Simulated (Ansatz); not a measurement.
The relaxed structure here is a generated cell of Sb: the first start was made by placing the elements on the sites of a structure type, and the end was not matched to a known phase here, so it may be hypothetical. Known forms of Sb include space group No. 166.

The end point of a relaxation of Sb. The numbers are results of r2SCAN (plane waves to 500 eV, PAW, scalar-relativistic; Ansatz, a quantum-chemistry and plane-wave program), not measurements.

```cif
data_Sb
_chemical_formula_sum 'Sb1'
_space_group_name_H-M_alt 'P 1'
_space_group_IT_number 1
_cell_length_a 3.08445
_cell_length_b 3.08445
_cell_length_c 3.08445
_cell_angle_alpha 90.000
_cell_angle_beta 90.000
_cell_angle_gamma 90.000
loop_
_space_group_symop_operation_xyz
  'x, y, z'
loop_
_atom_site_label
_atom_site_type_symbol
_atom_site_fract_x
_atom_site_fract_y
_atom_site_fract_z
_atom_site_occupancy
Sb1 Sb 0.00000 0.00000 0.00000 1
```

### Question
Find the space group and the Wyckoff positions (tolerance 0.01 Å).

### Answer
Space group Pm-3m (No. 221); a = 3.084 Å, b = 3.084 Å, c = 3.084 Å, α = 90.00°, β = 90.00°, γ = 90.00°

```csv
atom,site,symmetry,x,y,z
Sb,1a,m-3m,0.0000,0.0000,0.0000
```

This is the simple cubic type.

### Question
Give the shortest distances between elements (the closest pairs, up to four, under 3.6 Å).

### Answer
Sb–Sb 3.08 Å.

| Item | Result |
|---|---|
| Volume per atom | 29.34 Å³ |
| Band gap | no gap (metallic) |

No spin polarisation in the result. The relaxed primitive cell holds an odd number of electrons. A magnetic state may lie lower.

The run could not lose the symmetry of its start: the end is stationary, and may be a saddle point rather than a minimum.
